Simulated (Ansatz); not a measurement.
# Sn2Se, before and after

The cell of Sn2Se is invented: random cell by space group and Wyckoff sites (P6/mmm, No. 191). The dimensions are guesses.

start.cif

```cif
data_structure
_symmetry_space_group_name_H-M 'P6/mmm'
_symmetry_Int_Tables_number 191
_cell_length_a 3.9121
_cell_length_b 3.9121
_cell_length_c 6.9373
_cell_angle_alpha 90.000
_cell_angle_beta 90.000
_cell_angle_gamma 120.000
_cell_volume 91.95
loop_
_atom_site_label
_atom_site_type_symbol
_atom_site_symmetry_multiplicity
_atom_site_Wyckoff_symbol
_atom_site_fract_x
_atom_site_fract_y
_atom_site_fract_z
_atom_site_occupancy
Sn1 Sn 2 c 0.33333 0.66667 0.00000 1
Se1 Se 1 a 0.00000 0.00000 0.00000 1
```

Theory: DFT PBE, scalar-relativistic, plane waves, PAW (Ansatz). Cutoff 420 eV, Gaussian smearing, Γ-centred meshes. Cell and atoms relax first on a coarse mesh and then on a finer one. In between, the cell is made exact in the group found at 0.06 Å. In metals the finer mesh still leaves noise of several meV/atom or more. The steps can't lower the symmetry of their start. No spin polarisation.

end.cif

```cif
data_structure
_symmetry_space_group_name_H-M 'P6/mmm'
_symmetry_Int_Tables_number 191
_cell_length_a 5.6055
_cell_length_b 5.6055
_cell_length_c 2.9581
_cell_angle_alpha 90.000
_cell_angle_beta 90.000
_cell_angle_gamma 120.000
_cell_volume 80.50
loop_
_atom_site_label
_atom_site_type_symbol
_atom_site_symmetry_multiplicity
_atom_site_Wyckoff_symbol
_atom_site_fract_x
_atom_site_fract_y
_atom_site_fract_z
_atom_site_occupancy
Sn1 Sn 2 c 0.33333 0.66667 0.00000 1
Se1 Se 1 a 0.00000 0.00000 0.00000 1
```

The symmetry stays P6/mmm (No. 191). The volume per atom shrinks by 12.5 %, from 30.6 to 26.8 Å³. The shortest distance goes from 2.26 Å (Sn–Se and Sn–Sn) to 2.96 Å (Se–Se and Sn–Sn). The ratio c/a of the conventional cell changes by a factor of 0.30. The energy falls by about 6.9 eV/atom (the start's value is from the coarse mesh).

```yaml
Volume_per_atom: 26.83 Å³
Density: 6.53 g/cm³
Energy_over_the_elements: +0.03 eV/atom
Gap_on_the_12×12×14_mesh_of_the_3-atom_cell: 0 eV (a metal)
```

Formation energies are uncorrected and refer to the elements' standard structures at the same level. The references include grey tin. It can't be a ground state, since the elements alone are lower.

The last run used Gaussian smearing of 0.10 eV. The k mesh leaves some 4 meV/atom of noise in the energy of each metallic cell. The reference form of Se is held partly by dispersion forces, which this level lacks. Symmetry constrained the relaxation, so the result can be a saddle point. In all, the 4 runs took 2.2 min on 1 thread of Intel(R) Xeon(R) 6975P-C (Granite Rapids), on a shared host. Another cell of Sn2Se relaxed alike, in P4/nmm, lies 244 meV/atom lower, so this cell isn't the stable form at this level.
